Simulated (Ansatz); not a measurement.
GaAs:
```
CELL_PARAMETERS angstrom
      0.00000     2.83270     2.83270
      2.83270     0.00000     2.83270
      2.83270     2.83270     0.00000
ATOMIC_POSITIONS crystal
  Ga 0.00000 0.00000 0.00000
  As 0.75000 0.75000 0.75000
```

Relaxed with r²SCAN.

**Question.** Give the optical modes at the zone centre with their infrared and Raman activity from DFPT, DFT-r²SCAN in the program Ansatz with PAW potentials.

**Answer.** Transverse frequencies, without the LO–TO term; a row sums one degenerate level.

```csv
ω (cm⁻¹),degeneracy,IR ((D/Å)²/amu),Raman (Å⁴/amu),activity,symmetry
265,3,8.82,800,IR+Raman,T2
```

**Question.** How high does the top mode go among those that the LO–TO term moves?

**Answer.** 287 cm⁻¹ for q along x.

Space group F-43m (zinc blende). The cell was relaxed with r²SCAN under the symmetry of its start; phonons on a q-mesh show no instability.

Potentials: the earlier of the program's two PAW sets.
